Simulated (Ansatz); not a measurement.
## How far is PAW off for Pd?

```
Pd
1.0
     0.00000    1.94490    1.90600
     1.94490    0.00000    1.90600
     1.94490    1.94490    0.00000
Pd
1
Direct
  0.00000 0.00000 0.00000
```

The cell is COD entry 9008478, as deposited and not checked against the literature; nothing was relaxed. The listed cell was then made from it by scaling, straining or moving an atom.

Spin polarisation is left out, and whether a magnetic state lies lower isn't shown here.

Levels of theory: DFT, PBEsol, PAW with Ansatz's default frozen-core files, scalar-relativistic (Ansatz 0.2.0); DFT, PBEsol, all-electron PAW with datasets made for the crystal, scalar-relativistic (Ansatz 0.2.0); DFT, PBEsol, all-electron LAPW, scalar-relativistic (Ansatz 0.2.0).

For PAW: a Γ-centred 18×18×18 k mesh, Fermi–Dirac smearing of 0.05 eV, cutoff 420 eV, no spin polarisation; the PAW files were made with PBE, and the program remakes their frozen cores for this functional. The crystal-made all-electron datasets (AE datasets) take a cutoff of 280 eV at this cell. LAPW targets a basis error of 0.25 meV/atom. The Ansatz runs share mesh, smearing and spin set-up. Plane-wave (PAW) pressures include the program's estimate of the Pulay term.

Stress and pressure are positive in compression.

```tsv
quantity	PAW	AE datasets	LAPW
pressure (GPa)	1.92	1.88	1.87
stress xx (GPa)	1.51	1.46	1.46
stress zz (GPa)	2.75	2.71	2.70
```

PAW's pressure differs from the LAPW value by +0.05 GPa. Datasets made for the crystal and LAPW share parts of one code, so their agreement isn't an independent check.
